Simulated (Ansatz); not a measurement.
Relaxed C (diamond):

```xyz
4
Lattice="0.0000 3.5603 3.5603 1.7801 0.0000 1.7801 1.7801 1.7801 0.0000" Properties=species:S:1:pos:R:3 pbc="T T T"
C      1.7801     1.7801     1.7801
C      1.7801     3.5603     3.5603
C      2.6702     2.6702     2.6702
C      2.6702     4.4504     4.4504
```

A phonon eigenvector at L = (0.5, 0.0, 0.0) is frozen into this cell: atom i moves by Q times the vector below, so Q is the largest atomic displacement, in Å. The cell is held. (q is in reciprocal vectors of the primitive cell; the cell shown is doubled to hold the pattern.)

```json
[
 {"atom": "C1", "x": "-0.577", "y": "0.577", "z": "0.577"},
 {"atom": "C2", "x": "0.577", "y": "-0.577", "z": "-0.577"},
 {"atom": "C3", "x": "0.577", "y": "-0.577", "z": "-0.577"},
 {"atom": "C4", "x": "-0.577", "y": "0.577", "z": "0.577"}
]
```

Calculation: r2SCAN (plane waves to 500 eV, PAW, scalar-relativistic; Ansatz, a program for electronic structure). k mesh 8×16×16 (Γ-centred), Fermi-Dirac smearing 0.05 eV. E stands for the smeared free energy. C was relaxed with its symmetry unable to fall. ΔE is measured from the undisplaced structure.

```json
[
 {"Q (Å)": "-0.100", "ΔE (meV/cell)": "1429"},
 {"Q (Å)": "-0.067", "ΔE (meV/cell)": "642"},
 {"Q (Å)": "-0.033", "ΔE (meV/cell)": "161"},
 {"Q (Å)": "0.000", "ΔE (meV/cell)": "0"},
 {"Q (Å)": "0.033", "ΔE (meV/cell)": "161"},
 {"Q (Å)": "0.067", "ΔE (meV/cell)": "642"},
 {"Q (Å)": "0.100", "ΔE (meV/cell)": "1429"}
]
```

Question: Which DFPT wavenumber at L = (0.5, 0.0, 0.0) belongs to this mode?
(A) 561 cm⁻¹
(B) 1059 cm⁻¹
(C) 1284 cm⁻¹

Answer: C, 1284 cm⁻¹. The curvature of the scan gives 1284 cm⁻¹

(A displaced cell: forces are minus the slopes of the energy, force constants its curvatures, and phonons follow from these.)
